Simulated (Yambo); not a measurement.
G0W0@PBEsol for CaCrO4 (space group I4_1/amd, No. 141) in Yambo (2×2×2 mesh, 7 Ry block, plasmon pole, screening fixed), without a terminator:

```csv
bands N in G,gap Γ → Γ (eV),shift of the valence edge (eV)
110,4.686,-0.054
171,4.732,-0.322
255,4.774,-0.485
```

### Question
Extrapolate both columns to infinite N with E(N) = E∞ + A/N, test the form, and compare with the terminator.

### Answer
From two points, E∞ = (N2 E2 − N1 E1)/(N2 − N1). The two largest N give 4.86 eV for the gap and -0.82 eV for the shift; the two smallest give 4.81 eV and -0.81 eV. For the gap the slopes A are -14 and -22 eV: the form isn't reached, and its limit is uncertain. For the shift the slopes A are 83 and 85 eV: the 1/N form holds. With the Bruneval-Gonze terminator and 255 bands the run gives 4.77 eV and -0.69 eV, 0.09 eV and 0.13 eV from the extrapolated values: the terminator too is an estimate of the remainder. Block, mesh and the bands in W are held fixed.

Geometry of the Materials Project entry, not relaxed at this level; primitive cell a = 6.006 Å, b = 6.006 Å, c = 6.006 Å, α = 105.82°, β = 105.82°, γ = 117.05°.

The runs are not spin-polarised; magnetic order was not tried.

A shift is the quasiparticle energy of the state minus its PBEsol energy.
